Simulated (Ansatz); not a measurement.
LaWN$_{3}$:
```yaml
crystal:
  lattice:
    - [3.91363, 0.00000, 0.00000]
    - [0.00000, 3.91363, 0.00000]
    - [0.00000, 0.00000, 4.08796]
  atoms:
    - { symbol: La, position: [0.50000, 0.50000, 0.30211] }
    - { symbol: W, position: [0.00000, 0.00000, 0.78265] }
    - { symbol: N, position: [0.00000, 0.50000, 0.71084] }
    - { symbol: N, position: [0.50000, 0.00000, 0.71084] }
    - { symbol: N, position: [0.00000, 0.00000, 0.22982] }
```

Relaxed with LDA. Special points in fractions of this cell's reciprocal vectors: Γ (0.000, 0.000, 0.000); X (0.000, 0.500, 0.000); M (0.500, 0.500, 0.000); Z (0.000, 0.000, 0.500); R (0.000, 0.500, 0.500); A (0.500, 0.500, 0.500).

List the band energies nearest the Fermi level at these points for the program Ansatz at the LDA level (PAW).

In eV from the Fermi level; about four levels below and three above (degenerate sets whole), none deeper than 8.9 eV; points with the same levels are listed once.

```csv
k,below,above
Γ,-1.02 -1.02 -0.72 -0.58,1.80 1.80 2.18
X,-3.25 -2.68 -2.29 -0.97,1.92 2.71 2.95
M,-4.58 -4.58 -1.60 -1.48 -1.48,0.02 3.08 3.08
Z,-2.45 -0.52 -0.30 -0.30,3.07 3.07 3.17
R,-4.57 -1.65 -1.63 -1.51,0.00 2.86 3.17
A,-4.56 -4.56 -0.09 -0.09,0.04 3.06 3.06
```

Space group P4mm. The first step of the workflow began from a Materials Project structure, measured or hypothetical; the Crystallography Open Database copy checked does not list it. Its standing as an ambient phase is unchecked. The LDA relaxation kept the symmetry of its start; phonons show weakly imaginary modes. The run is not spin-polarised. Scalar-relativistic: spin–orbit coupling is off unless named, which matters more the heavier the elements.

Potentials: the later of the program's two PAW sets.
